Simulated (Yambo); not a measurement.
NaSbF$_{6}$ (space group Fm-3m, No. 225), G0W0@LDA in Yambo (2×2×2 mesh, plasmon pole; 7 Ry block, no terminator). The number N of bands in W and G is varied.

```json
[
 {"N": "85", "x = 1/N": "0.01176", "gap Γ → Γ (eV)": "10.422", "shift of the valence edge (eV)": "-2.457"},
 {"N": "121", "x = 1/N": "0.00826", "gap Γ → Γ (eV)": "10.198", "shift of the valence edge (eV)": "-2.498"},
 {"N": "165", "x = 1/N": "0.00606", "gap Γ → Γ (eV)": "10.107", "shift of the valence edge (eV)": "-2.547"},
 {"N": "212", "x = 1/N": "0.00472", "gap Γ → Γ (eV)": "?", "shift of the valence edge (eV)": "?"}
]
```

Question: Basis-set arguments suggest E = E∞ + A x. Fix A and E∞ from the two rows above the withheld one, predict the row at 212 bands, and test the form.

Answer: Gap: A = (10.107 − (10.198))/(0.00606 − 0.00826) = 41.4, E∞ = 9.856 eV, so 10.052 eV is predicted; the run gave 10.044 eV (miss 8 meV). The first two rows have slope 64.0, so the form doesn't hold yet over the whole range. Shift: A = (-2.547 − (-2.498))/(0.00606 − 0.00826) = 22.3, E∞ = -2.682 eV, so -2.577 eV is predicted; the run gave -2.599 eV (miss 22 meV). The first two rows have slope 11.7, so the form doesn't hold yet over the whole range. The other settings are held fixed.

The standard potential for Sb keeps a d shell in the valence without the s and p states of that shell. In tests on such compounds this moved G0W0 gaps by up to about 0.9 eV, so absolute quasiparticle energies here are unreliable; differences between settings are what counts.

Spin-orbit coupling is not included.

Geometry of the Materials Project entry, not relaxed at this level; primitive cell a = b = c = 5.8472 Å, α = β = γ = 60.00°.

A shift is the quasiparticle energy of the state minus its LDA energy.
